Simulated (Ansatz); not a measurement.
Crystals of one structure type (zinc blende) and one family of elements, relaxed and computed with the program Ansatz at the HSE06 level (PAW).

```tsv
crystal	V (Å³/atom)	gap (eV)
AlN	10.40	4.56
GaN	11.38	3.00
BP	11.57	?
BAs	13.58	1.82
AlP	20.52	2.28
InAs	28.48	0.36
GaSb	28.92	0.74
```

Question: Fit a straight line to E_g against V and predict the withheld value.

Answer: Least squares on the 6 shown rows: E_g = -0.160 × V + (5.147), with a scatter of 0.69. For BP this gives 3.30. The run itself gave 1.95, outside the scatter: the line misses something about this case.

All cells were relaxed under the symmetry of their starts (and spin orders); stability against distortions was not tested throughout. Scalar-relativistic: spin–orbit coupling is off unless named, which matters more the heavier the elements.

Potentials: the later of the program's two PAW sets.
